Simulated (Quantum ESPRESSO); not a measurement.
```xyz
6
Lattice="4.5171 0.0000 0.0000 -2.2586 3.9119 0.0000 0.0000 0.0000 10.2568" Properties=species:S:1:pos:R:3 pbc="T T T"
Te     1.0291     1.7824     5.1284
Te     2.4590     0.0000     8.5473
Te    -1.2295     2.1295     1.7095
Hg     0.7802     1.3514     0.0000
Hg     2.9567     0.0000     3.4189
Hg    -1.4783     2.5606     6.8378
```

Cell and atoms were relaxed with PBE+D3(BJ) from Materials Project entry mp-358, within its symmetry.

What does PBEsol (Quantum ESPRESSO, PseudoDojo norm-conserving, 82 Ry, no spin-orbit coupling) give for the electronic structure near the Fermi level?

The PBEsol gap is indirect, 0.40 eV, from A to M; the smallest direct gap is 0.61 eV. Spin-orbit coupling is left out, which matters for elements this heavy: edges can move by tenths of an eV.

This is not the ordinary phase of the substance; no match was found in the copy of COD used, and its stability was not checked.
